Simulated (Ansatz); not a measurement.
Clean, relaxed (001) surface of Cu, space group P6_3/mmc (No. 194) (top face towards +c; atoms held fixed, by place in the list: 1, 2, 3, 4):

```xyz
8
Lattice="2.5198 0.0000 0.0000 -1.2599 2.1822 0.0000 0.0000 0.0000 31.4117" Properties=species:S:1:pos:R:3 pbc="T T T"
Cu    0.0000    1.4548    8.5000
Cu    0.0000    0.0000   10.5588
Cu    1.2599    0.7274   12.6176
Cu    0.0000    0.0000   14.6764
Cu    0.0000    1.4548   16.7322
Cu    0.0000    0.0000   18.7823
Cu    1.2599    0.7274   20.8255
Cu    0.0000    0.0000   22.8698
```

Method: DFT PBEsol, scalar-relativistic, plane waves, PAW in Ansatz. Plane waves to 420 eV, a k mesh through Γ of 12×12×1 on the computed 8-atom cell and Gaussian smearing (0.10 eV); no spin polarisation. A dipole correction removes the field between periodic images along c.

The adsorption energy is E(slab + adsorbate) − E(slab) − E(free adsorbate, spin-polarised where open-shell). With the adsorbate the cell is lengthened along c to keep the vacuum.

**Question.** H (atom) is put on the top face (one adsorbate per 5.5 Å²) at each of these sites and relaxed. Order them from strongest to weakest binding.
A. hollow (Cu-Cu-Cu) at (0.33, 0.67)
B. top (Cu) at (0.00, 0.00)

**Answer.** A (-2.67 eV), B (-1.75 eV).

Each end is the local minimum or symmetric point that its start leads to. This isn't the usual crystal structure of Cu.

The adsorbed runs have no spin polarisation, so weakly bound open-shell ends lie too high.